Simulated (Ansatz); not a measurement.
TaV$_{2}$:
```yaml
crystal:
  lattice:
    - [0.00000, 3.55025, 3.55025]
    - [3.55025, 0.00000, 3.55025]
    - [3.55025, 3.55025, 0.00000]
  atoms:
    - { symbol: Ta, position: [0.50000, 0.50000, 0.50000] }
    - { symbol: Ta, position: [0.75000, 0.75000, 0.75000] }
    - { symbol: V, position: [0.12500, 0.12500, 0.12500] }
    - { symbol: V, position: [0.62500, 0.12500, 0.12500] }
    - { symbol: V, position: [0.12500, 0.12500, 0.62500] }
    - { symbol: V, position: [0.12500, 0.62500, 0.12500] }
```

Relaxed with r²SCAN. Special points in fractions of this cell's reciprocal vectors: Γ (0.000, 0.000, 0.000); X (0.500, 0.000, 0.500); U (0.625, 0.250, 0.625); K (0.375, 0.375, 0.750); L (0.500, 0.500, 0.500); W (0.500, 0.250, 0.750).

### Question
List the band energies nearest the Fermi level at these points for r²SCAN with spin–orbit coupling in the plane-wave PAW code Ansatz.

### Answer
In eV from the Fermi level; about four levels below and three above (degenerate sets whole), none deeper than 8.9 eV; points with the same levels are listed once.

```tsv
k	below	above
Γ	-0.77 -0.77 -0.77 -0.77 -0.11 -0.11	0.13 0.13 0.13 0.13
X	-0.08 -0.08 -0.08 -0.08	0.72 0.72 0.72 0.72
U	-0.19 -0.19 -0.11 -0.11	0.58 0.58 1.17 1.17
L	-0.39 -0.39 -0.39 -0.39 -0.27 -0.27	0.08 0.08 0.11 0.11
W	-0.31 -0.31 -0.26 -0.26	0.05 0.05 0.07 0.07
```

Space group Fd-3m (cubic Laves (MgCu2 type)). The workflow started from an entry of the Crystallography Open Database (COD). Whether it is the stable phase at ambient conditions was not checked. The r²SCAN relaxation kept the symmetry of its start; whether a distortion lowers the energy is not shown. The workflow began spin-polarised and lost its moments.

Potentials: the later of the program's two PAW sets.
